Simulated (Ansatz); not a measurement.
Here is the system:

LuAlB4:
```yaml
crystal:
  lattice:
    - [3.59041, -4.57005, 0.00000]
    - [3.59041, 4.57005, 0.00000]
    - [0.00000, 0.00000, 3.42103]
  atoms:
    - { symbol: Lu, position: [0.69974, 0.30026, 0.00000] }
    - { symbol: Lu, position: [0.30026, 0.69974, 0.00000] }
    - { symbol: Al, position: [0.18069, 0.18069, 0.00000] }
    - { symbol: Al, position: [0.81931, 0.81931, 0.00000] }
    - { symbol: B, position: [0.62048, 0.62048, 0.50000] }
    - { symbol: B, position: [0.37952, 0.37952, 0.50000] }
    - { symbol: B, position: [0.06380, 0.38341, 0.50000] }
    - { symbol: B, position: [0.93620, 0.61659, 0.50000] }
    - { symbol: B, position: [0.38341, 0.06380, 0.50000] }
    - { symbol: B, position: [0.61659, 0.93620, 0.50000] }
    - { symbol: B, position: [0.90644, 0.09356, 0.50000] }
    - { symbol: B, position: [0.09356, 0.90644, 0.50000] }
```

This is the LDA-relaxed structure.

Question: All from DFT-LDA in the program Ansatz with PAW potentials, unless another level is named. Give the electronic character.

Answer: metallic (no gap).

Question: Give the density of states at the Fermi level.

Answer: 0.11 states/eV per atom (mean over ±0.08 eV).

Question: Predict the formation energy from the elements (no fitted shifts).

Answer: -0.54 eV/atom.

Space group Cmmm. The workflow started from an entry of the Crystallography Open Database (COD, 298 K), which files this formula under 2 space groups. Whether it is the stable phase at ambient conditions was not checked. Symmetry was held in the LDA relaxation; its stability against distortions is not shown here. The references are the lowest solids computed at this level, not always the standard phases. Spin–orbit coupling is left out wherever it is not named.

Potentials: the later of the program's two PAW sets.
